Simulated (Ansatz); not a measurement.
**Pb: the functional and the phonons**

Pb in the fcc lattice, in a typed cell, not relaxed.

```yaml
# lattice in Å, fractional positions
crystal:
  lattice:
    - [0.00000, 2.51500, 2.51500]
    - [2.51500, 0.00000, 2.51500]
    - [2.51500, 2.51500, 0.00000]
  atoms:
    - { symbol: Pb, position: [0.00000, 0.00000, 0.00000] }
```

Method (Ansatz, development build): PBE; all-electron PAW datasets (no frozen core) at 280 eV; k mesh 8×8×8; Fermi–Dirac smearing of 0.1 eV; no spin. Harmonic phonons by finite displacements in cells commensurate with each q, in cm⁻¹; i marks an unstable mode.

Caveats: coarse k mesh.

At 31.82 Å³ an atom it gives lowest mode at X = [0.5, 0, 0.5] (cm⁻¹) 49; top mode at X = [0.5, 0, 0.5] (cm⁻¹) 69.

Question: Repeat with r2SCAN in the same cell, on the same kind of potentials and mesh. What changes?

Answer: 
```
             functional  cutoff (eV)  volume (Å³/atom)  lowest mode at X = [0.5, 0, 0.5] (cm⁻¹)  top mode at X = [0.5, 0, 0.5] (cm⁻¹)
r2SCAN in the same cell          310             31.82                                       41                                    52
```
